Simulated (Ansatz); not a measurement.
Computed properties of In3BAs4 (ordering on zincblende)

All numbers come from the PAW code Ansatz. Note: simulated data, non-magnetic, for a generated structure that need not be the stable one.

Structure: In3BAs4, ordered on the zincblende lattice (Pmm2) with 8 atoms a cell, at its r2SCAN minimum. Space group Pmm2 (No. 25), orthorhombic; conventional cell a = 4.051 Å, b = 8.180 Å, c = 5.849 Å, 24.22 Å³ an atom. B is surrounded by 4 As at 2.09–2.32 Å; As is surrounded by 2 B at 2.32 Å and 2 In at 2.63 Å; In is surrounded by 4 As at 2.60–2.63 Å; As is surrounded by 1 B at 2.09 Å and 3 In at 2.62–2.70 Å; In is surrounded by 4 As at 2.60–2.70 Å; As is surrounded by 4 In at 2.60 Å.

On this one geometry the levels give:
```csv
level,k mesh,gap (eV),kind,edges,least direct gap (eV),rough cost
PBE,6×4×4,none (overlap 0.02),–,–,–,70 core-seconds
r2SCAN,6×4×4,0.05,direct,Γ,0.05,50 core-seconds
HSE06,4×2×4,0.40,direct,Γ,0.40,10 core-minutes
```
All runs use a smearing of 0.02 eV.
Wave cutoffs: 420 eV, 500 eV (r2SCAN). Gaps under 0.1 eV (r2SCAN) can't be told from a closed one: the bands may be in normal order or already inverted, which a gap's size doesn't show.
Costs come from shared machines and give only the order; PBE's includes the band path. The runs had 4 threads of Intel(R) Xeon(R) Platinum 8488C (Sapphire Rapids), with other jobs on the host.

With HSE06 the gap is 0.40 eV and direct, at Γ.

The levels disagree on the kind of gap: direct with r2SCAN, HSE06; no gap with PBE.

No spin-orbit coupling is included; it can move band edges with weight on the heavy atoms by tenths of an eV.

The meshes of the hybrids are coarse, so their gaps aren't converged to the digits shown.
